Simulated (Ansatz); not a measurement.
SrCoO$_{3}$:
```cif
data_CoO3Sr
_chemical_formula_sum 'Sr1 Co1 O3'
_space_group_name_H-M_alt 'P 1'
_space_group_IT_number 1
_cell_length_a 3.76954
_cell_length_b 3.76954
_cell_length_c 3.76954
_cell_angle_alpha 90.000
_cell_angle_beta 90.000
_cell_angle_gamma 90.000
loop_
_space_group_symop_operation_xyz
  'x, y, z'
loop_
_atom_site_label
_atom_site_type_symbol
_atom_site_fract_x
_atom_site_fract_y
_atom_site_fract_z
_atom_site_occupancy
Sr1 Sr 0.00000 0.00000 0.00000 1
Co1 Co 0.50000 0.50000 0.50000 1
O1 O 0.50000 0.50000 0.00000 1
O2 O 0.00000 0.50000 0.50000 1
O3 O 0.50000 0.00000 0.50000 1
```
Starting moments (μB, in the order of the atoms Sr Co O O O): 0.0 1.7 0.2 0.2 0.2.

Relaxed with PBEsol.

**Question.** Tabulate the valence density and the electron localisation function along the shortest Co–O contact (1.88 Å), the program Ansatz at the PBEsol level (PAW).

**Answer.** 

```
distance from Co (Å)  density (e/Å³)   ELF
--------------------  --------------  ----
0.19                           39.72  0.97
0.28                           26.23  0.94
0.38                           15.16  0.84
0.47                            8.12  0.65
0.57                            4.20  0.42
0.66                            2.25  0.24
0.75                            1.31  0.16
0.85                            0.89  0.13
0.94                            0.78  0.21
1.04                            0.85  0.39
1.13                            1.08  0.61
1.23                            1.51  0.75
1.32                            2.22  0.76
1.41                            3.21  0.73
1.51                            4.35  0.65
1.60                            5.51  0.53
1.70                            6.56  0.38
```

The density is the valence pseudo-density with augmentation charge, so density and ELF within about 1 Å of a nucleus are not all-electron values.

Space group Pm-3m (cubic perovskite). The workflow started from an entry of the Crystallography Open Database (COD). Its standing as an ambient phase is unchecked. The PBEsol relaxation kept the symmetry of its start; its stability against distortions is not shown here. Spin order of the final state: ferromagnetic, chosen from 4 collinear starts compared on coarse meshes (ties went to the first, and starts can fall back to one state), not a proven ground state. No Hubbard U is applied.

Potentials: the later of the program's two PAW sets.
